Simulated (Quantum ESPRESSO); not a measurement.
# Ta4Sc4: input and log of a self-consistent run

Computed values, not a measurement. The program is pw.x of Quantum ESPRESSO 7.5 (plane-wave density functional theory). The cell is made up: eight metal atoms on a body-centred cubic lattice, with elements, volume, strain and displacements drawn at random and not relaxed, so it may be unstable or far from any real phase. PseudoDojo standard norm-conserving files set the functional (PBE unless stated); there is no spin polarisation or spin-orbit coupling, the Fermi-Dirac width of 0.25 eV means electrons at about 2900 K, and the masses in the input are unused placeholders. Heavy elements are run without spin-orbit coupling, which real alloys of them have. A spin test at this wide smearing found no moment, but such smearing suppresses magnetism that the real alloy may have.

Input:

```
&control calculation='scf', pseudo_dir='./dojo.nc.sr.pbe.v0_5.standard.upf', outdir='./o', disk_io='minimal', tprnfor=.true., tstress=.true. /
&system ibrav=0, nat=8, ntyp=2, nbnd=66, ecutwfc=77.98206166, nosym=.true., tot_charge=0,
 occupations='smearing', smearing='fd', degauss=0.0183746611
/
&electrons conv_thr=1.470e-08, electron_maxstep=70, mixing_beta=0.5 /
ATOMIC_SPECIES
Sc 1.0 Sc.upf
Ta 1.0 Ta.upf
CELL_PARAMETERS angstrom
3.5122 3.5122 0.0
1.7561 -1.7561 5.2682
3.5122 -3.5122 -3.5122
ATOMIC_POSITIONS angstrom
Ta -0.0543 -0.0372 0.0103
Sc 1.6723 -1.7357 -1.7957
Ta 1.7463 -1.7284 1.7265
Ta 3.4993 -3.5705 -0.0455
Sc 3.4653 0.0399 -0.0504
Sc 5.2589 -1.6951 -1.731
Sc 3.5444 0.0566 3.5641
Ta 5.2832 -1.7428 1.7203
K_POINTS automatic
5 4 4 1 1 1
```

The log is shortened where brackets say so; the opening notice, blank lines, dates and the lines on written files are dropped, and the path of the files is cut. It prints rydbergs, bohrs and kilobars, and counts compression as positive stress. Its total energy is the free energy E - TS of the whole cell.

```
     Program PWSCF v.7.5
     Parallel version (MPI & OpenMP), running on       4 processor cores
     Number of MPI processes:                 4
     Threads/MPI process:                     1
     [start-up lines left out]
     bravais-lattice index     =            0
     lattice parameter (alat)  =       9.3863  a.u.
     unit-cell volume          =    1169.4674 (a.u.)^3
     number of atoms/cell      =            8
     number of atomic types    =            2
     number of electrons       =        96.00
     number of Kohn-Sham states=           66
     kinetic-energy cutoff     =      77.9821  Ry
     charge density cutoff     =     311.9282  Ry
     scf convergence threshold =      1.5E-08
     mixing beta               =       0.5000
     number of iterations used =            8  plain     mixing
     Exchange-correlation= PBE
                           (   1   4   3   4   0   0   0)
     [axes and pseudopotential details left out]
   Cartesian axes
     site n.     atom                  positions (alat units)
         1        Ta     tau(   1) = (  -0.0109322  -0.0074894   0.0020737  )
         2        Sc     tau(   2) = (   0.3366820  -0.3494463  -0.3615260  )
         3        Ta     tau(   3) = (   0.3515804  -0.3479766   0.3475941  )
         4        Ta     tau(   4) = (   0.7045096  -0.7188442  -0.0091605  )
         5        Sc     tau(   5) = (   0.6976645   0.0080330  -0.0101470  )
         6        Sc     tau(   6) = (   1.0587677  -0.3412723  -0.3485000  )
         7        Sc     tau(   7) = (   0.7135896   0.0113952   0.7175557  )
         8        Ta     tau(   8) = (   1.0636600  -0.3508757   0.3463458  )
     number of k points=    40  Fermi-Dirac smearing, width (Ry)=  0.0184
                       cart. coord. in units 2pi/alat
        k(    1) = (   0.1811964  -0.0397751   0.0441948), wk =   0.0500000
        k(    2) = (   0.3137783  -0.1723570  -0.0441948), wk =   0.0500000
     [further k points left out]
     Dense  grid:   108827 G-vectors     FFT dimensions: (  54,  64,  72)
     Estimated max dynamical RAM per process >     320.41 MB
     Estimated total dynamical RAM >       1.17 GB
     Initial potential from superposition of free atoms
     starting charge      95.9858, renormalised to      96.0000
     Starting wfcs are   80 randomized atomic wfcs
     total cpu time spent up to now is        5.1 secs
     per-process dynamical memory:   248.2 Mb
     Self-consistent Calculation
     iteration #  1     ecut=    77.98 Ry     beta= 0.50
     Davidson diagonalization with overlap
     ethr =  1.00E-02,  avg # of iterations =  3.2
     Threshold (ethr) on eigenvalues was too large:
     Diagonalizing with lowered threshold
     Davidson diagonalization with overlap
     ethr =  2.39E-04,  avg # of iterations =  5.0
     total cpu time spent up to now is       27.2 secs
     total energy              =    -907.78036605 Ry
     estimated scf accuracy    <       0.31087530 Ry
     iteration #  2     ecut=    77.98 Ry     beta= 0.50
     Davidson diagonalization with overlap
     ethr =  3.24E-04,  avg # of iterations =  5.0
     total cpu time spent up to now is       40.9 secs
     total energy              =    -907.70562284 Ry
     estimated scf accuracy    <       1.30364960 Ry
     iteration #  3     ecut=    77.98 Ry     beta= 0.50
     Davidson diagonalization with overlap
     ethr =  3.24E-04,  avg # of iterations =  3.7
     total cpu time spent up to now is       51.9 secs
     total energy              =    -907.83334488 Ry
     estimated scf accuracy    <       0.28814241 Ry
     iteration #  4     ecut=    77.98 Ry     beta= 0.50
     Davidson diagonalization with overlap
     ethr =  3.00E-04,  avg # of iterations =  2.0
     total cpu time spent up to now is       62.8 secs
     total energy              =    -907.86433175 Ry
     estimated scf accuracy    <       0.12229328 Ry
     iteration #  5     ecut=    77.98 Ry     beta= 0.50
     Davidson diagonalization with overlap
     ethr =  1.27E-04,  avg # of iterations =  2.5
     total cpu time spent up to now is       75.1 secs
     total energy              =    -907.87634316 Ry
     estimated scf accuracy    <       0.04432065 Ry
     [iterations 6 to 16 left out]
     iteration # 17     ecut=    77.98 Ry     beta= 0.50
     Davidson diagonalization with overlap
     ethr =  5.89E-10,  avg # of iterations =  3.6
     total cpu time spent up to now is      226.3 secs
     total energy              =    -907.88217177 Ry
     estimated scf accuracy    <       0.00000024 Ry
     iteration # 18     ecut=    77.98 Ry     beta= 0.50
     Davidson diagonalization with overlap
     ethr =  2.51E-10,  avg # of iterations =  2.0
     total cpu time spent up to now is      235.1 secs
     total energy              =    -907.88217179 Ry
     estimated scf accuracy    <       0.00000004 Ry
     iteration # 19     ecut=    77.98 Ry     beta= 0.50
     Davidson diagonalization with overlap
     ethr =  3.88E-11,  avg # of iterations =  5.7
     total cpu time spent up to now is      247.4 secs
     total energy              =    -907.88217180 Ry
     estimated scf accuracy    <       0.00000004 Ry
     iteration # 20     ecut=    77.98 Ry     beta= 0.50
     Davidson diagonalization with overlap
     ethr =  3.66E-11,  avg # of iterations =  2.1
     total cpu time spent up to now is      256.3 secs
     total energy              =    -907.88217180 Ry
     estimated scf accuracy    <       0.00000002 Ry
     iteration # 21     ecut=    77.98 Ry     beta= 0.50
     Davidson diagonalization with overlap
     ethr =  1.84E-11,  avg # of iterations =  1.2
     total cpu time spent up to now is      264.5 secs
     End of self-consistent calculation
     [lines on levels left out]
!    total energy              =    -907.88217180 Ry
     estimated scf accuracy    <          1.7E-09 Ry
     smearing contrib. (-TS)   =      -0.20364410 Ry
     internal energy E=F+TS    =    -907.67852770 Ry
     The total energy is F=E-TS. E is the sum of the following terms:
     one-electron contribution =    -240.12029926 Ry
     hartree contribution      =     148.14939040 Ry
     xc contribution           =    -182.70148409 Ry
     ewald contribution        =    -633.00613476 Ry
     convergence has been achieved in  21 iterations
     Forces acting on atoms (cartesian axes, Ry/au):
     atom    1 type  2   force =     0.00285773    0.02220053    0.01473485
     atom    2 type  1   force =     0.01140623   -0.00010342   -0.01499549
     atom    3 type  2   force =    -0.01056083    0.00757882   -0.01629986
     atom    4 type  2   force =     0.02232414   -0.00791458    0.05449840
     atom    5 type  1   force =     0.00989525   -0.01023038    0.02969410
     atom    6 type  1   force =    -0.00596071   -0.01774115   -0.00889949
     atom    7 type  1   force =    -0.01962194   -0.00089436   -0.02114487
     atom    8 type  2   force =    -0.01033988    0.00710453   -0.03758762
     Total force =     0.094635     Total SCF correction =     0.000113
     Computing stress (Cartesian axis) and pressure
          total   stress  (Ry/bohr**3)                   (kbar)     P=      -51.41
  -0.00034966   0.00006376   0.00000290          -51.44        9.38        0.43
   0.00006376  -0.00032376   0.00002863            9.38      -47.63        4.21
   0.00000290   0.00002863  -0.00037503            0.43        4.21      -55.17
     init_run     :      4.81s CPU      5.03s WALL (       1 calls)
     electrons    :    257.44s CPU    259.38s WALL (       1 calls)
     forces       :      1.78s CPU      1.81s WALL (       1 calls)
     stress       :      6.16s CPU      6.32s WALL (       1 calls)
     [timing details left out]
     PWSCF        :   4m30.26s CPU   4m32.67s WALL
     JOB DONE.
```

In other units: free energy -12352.366 eV for the cell, pressure -5.14 GPa, largest force component 1.401 eV/Å in size. The run took 274 s of wall time with four MPI processes on a shared machine (Intel Xeon, 2023 or later, virtual cores), so the time is rough. A rerun of this cell at a higher cutoff and on a denser mesh moved values by no more than 0.007 eV in energy, 0.04 GPa in stress and 0.003 eV/Å in force, and a second program with other atomic files agreed on that cell to 2 % rms in force and 0.5 GPa in pressure.